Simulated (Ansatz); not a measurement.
According to PBE in the plane-wave PAW code Ansatz, AlSiCN in the trigonal phase (R3m; Al on 3a, N on 3a, Si on 3a, C on 3a) relaxes to a = 3.135 Å, c = 15.313 Å. Al has 4 nearest neighbours from 1.91 Å (tetrahedral); N has 4 nearest neighbours from 1.95 Å (tetrahedral); C has 4 nearest neighbours from 1.75 Å (tetrahedral). Against the elements it lies at -0.32 eV/atom, with no fitted shifts.

The Kohn–Sham gap is 0.07 eV (indirect). The valence maximum lies at Γ and the conduction minimum at F (3 equivalent valleys). The electron mass is 0.22, 0.35, 0.49 mₑ (principal values).

An equation-of-state fit gives a bulk modulus of 176 GPa.

The start of the workflow was typed in or built on a structure type; neither database checked (COD, Materials Project) lists it. Its standing as an ambient phase is unchecked. The PBE relaxation kept the symmetry of its start; its stability against distortions is not shown here. The references are the lowest solids computed at this level, not always the standard phases (solids in place of the gases).

Potentials: the later of the program's two PAW sets.
